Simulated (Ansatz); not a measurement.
Below is a relaxed structure of Zr2PdO6. The cell was found from a structure generator's guess, not taken from experiment.

All numbers below come from DFT PBE, scalar-relativistic, plane waves, PAW in Ansatz 0.2.0. Cutoff 420 eV, Γ-centred mesh, Gaussian smearing, no spin polarisation.

```yaml
crystal:
  lattice:
    - [0.00000, 3.62606, 3.62606]
    - [3.62606, 0.00000, 3.62606]
    - [3.62606, 3.62606, 0.00000]
  atoms:
    - { symbol: Zr, position: [0.25000, 0.25000, 0.25000] }
    - { symbol: Zr, position: [0.75000, 0.75000, 0.75000] }
    - { symbol: Pd, position: [0.00000, 0.00000, 0.00000] }
    - { symbol: O, position: [0.73959, 0.26041, 0.26041] }
    - { symbol: O, position: [0.26041, 0.73959, 0.73959] }
    - { symbol: O, position: [0.26041, 0.73959, 0.26041] }
    - { symbol: O, position: [0.73959, 0.26041, 0.73959] }
    - { symbol: O, position: [0.26041, 0.26041, 0.73959] }
    - { symbol: O, position: [0.73959, 0.73959, 0.26041] }
```

Formation energies are uncorrected and refer to the elements' standard structures at the same level (O₂ as a molecule).

(1) Find its symmetry and describe it.

(2) How far does it lie from the elements in energy?

(3) Is it a metal?

Results:

(1) Fm-3m (No. 225). Conventional cell: a = 7.252 Å. Zr has 12 O at 2.57 Å and 4 Pd at 3.14 Å; Pd has 6 O at 1.89 Å and 8 Zr at 3.14 Å; O is surrounded by 1 Pd at 1.89 Å, 4 O at 2.46 Å and 4 Zr at 2.57 Å.

(2) −1.396 eV/atom. A negative formation energy is needed for stability but isn't enough: competing phases decide.

(3) No, the gap on the 8×8×8 mesh is 0.18 eV.

The last run used an 8×8×8 mesh for its 9-atom cell and Gaussian smearing of 0.01 eV. Kohn–Sham gaps at this level usually fall short of measured ones. Small gaps are read on the mesh alone, and bands can cross between its points. A structure relaxed within its symmetry needn't be a true minimum.
